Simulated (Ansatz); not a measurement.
SiS2 (anatase, I4_1/amd), DFT-PBE in the program Ansatz with PAW potentials, all energies at zero smearing, with the estimated change up to a 700 eV cutoff added, with one set of potentials and settings (totals compare only within such a set). Cell of 6 atoms (2 Si, 4 S): -4881.511 eV.

| element | reference phase | E (eV/atom) |
|---|---|---|
| Si | Fd-3m, 2 atoms in the cell | -635.8096 |
| S | Fddd, 32 atoms in the cell | -902.0599 |

Formation energy per atom, worked out: (-4881.511 − 2×(-635.8096) − 4×(-902.0599))/6 = -0.275 eV/atom (-27 kJ per mol of atoms), at 0 K, without zero-point energy or fitted corrections.

A made-up cell: these elements were put on the sites of a structure type; neither database checked (COD, Materials Project) lists it. COD files the formula under space group No. 72, 122, so this cell is another polymorph or a model. Its standing as an ambient phase is unchecked. The PBE relaxation kept the symmetry of its start; its stability against distortions is not shown here. The references are the lowest solids computed at this level, not always the standard phases.

Potentials: the later of the program's two PAW sets.
